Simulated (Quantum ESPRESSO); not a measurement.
Field gradients of Te from a PBE PAW density (pw.x of a modified build of Quantum ESPRESSO, JTH datasets) with the all-electron reconstruction of Petrilli and co-workers, 20 Ha, k-mesh 10×10×7 through Γ:

```
CELL_PARAMETERS angstrom
      4.60135     0.00000     0.00000
     -2.30068     3.98489     0.00000
      0.00000     0.00000     5.90006
ATOMIC_POSITIONS crystal
  Te 0.25670 0.00000 0.33333
  Te 0.00000 0.25670 0.66667
  Te 0.74330 0.74330 0.00000
```
The cell comes from the Materials Project (a computed structure). It is Te in P3₁21. Stability against distortions was not tested. Forces on the atoms reach 0.28 eV/Å at this level.

Vzz is the sum of three terms, each taken along its main axis: the smooth valence density, the ions (nucleus and frozen core) with the augmentation charges of all other spheres, and the all-electron minus smooth density in the atom's own sphere. The split hangs on the datasets.  Cores are frozen. Te had no test against all-electron runs. Spin–orbit coupling is left out, a limit on Te.

```
site                smooth valence density  ions and other spheres  own sphere  Vzz (a.u.)
------------------  ----------------------  ----------------------  ----------  ----------
Te (atoms 1, 2, 3)                  -0.014                  -0.046         ___         ___
```

**Question.** Fill in the missing entries.

**Answer.** 
- Te (atoms 1, 2, 3), own sphere: -6.092
- Te (atoms 1, 2, 3), Vzz (a.u.): -6.152
